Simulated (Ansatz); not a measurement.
KRb2FeSi6: reading a single point

```
Fe Si Rb K
1.0
     0.00000    4.60447    4.60447
     4.60447    0.00000    4.60447
     4.60447    4.60447    0.00000
Fe Si Rb K
1 6 2 1
Cartesian
  0.0000 0.0000 0.0000
  1.9864 4.6045 4.6045
  4.6045 1.9864 4.6045
  7.2226 4.6045 4.6045
  4.6045 7.2226 4.6045
  4.6045 4.6045 1.9864
  4.6045 4.6045 7.2226
  2.3022 2.3022 2.3022
  6.9067 6.9067 6.9067
  4.6045 4.6045 4.6045
```

Method: RPBE, no spin polarisation; PAW, plane waves to 420 eV, 7×7×7 Γ-centred mesh, fermi-dirac occupations (width 0.1 eV) (Ansatz 0.2.0), atoms fixed.

**Question.** Where is the largest force?

**Answer.** The largest is on Si3 (and as large on other atoms): 2.80 eV/Å, components (0.00, 2.80, 0.00). It makes 180° with the line to a nearest neighbour, Fe1 at 1.99 Å, pointing away from it.

**Question.** What does the stress say?

**Answer.** The pressure is 29.2 GPa (compression positive), so with the atoms held at these fractions the cell would first expand; the forces are large, so a full relaxation may end otherwise.

**Question.** Which element gives electrons and which takes them?

**Answer.** Bader charges in e: K +0.43, Rb +0.59, Fe -4.21, Si +0.44. In the mean Rb gives up most and Fe takes most.

**Question.** Is there a gap?

**Answer.** It is a metal, with about 3.8 states/eV a cell as the mean within 0.25 eV of the Fermi level, mostly Si p (65 %) and Fe d (19 %).

**Question.** Is it stable against the elements?

**Answer.** 1.34 eV an atom against the elements' usual phases (free molecules for gases, crystals otherwise, with no correction for O₂ or N₂), so at this geometry it isn't bound against them. Relaxing would lower it.

Origin: a known structure type with other elements, at an estimated volume, so it need not be a known compound. Caveats: no spin polarisation, so a magnetic state may lie lower; atoms or cell far from equilibrium; forces of this functional can be a tenth off on these datasets.
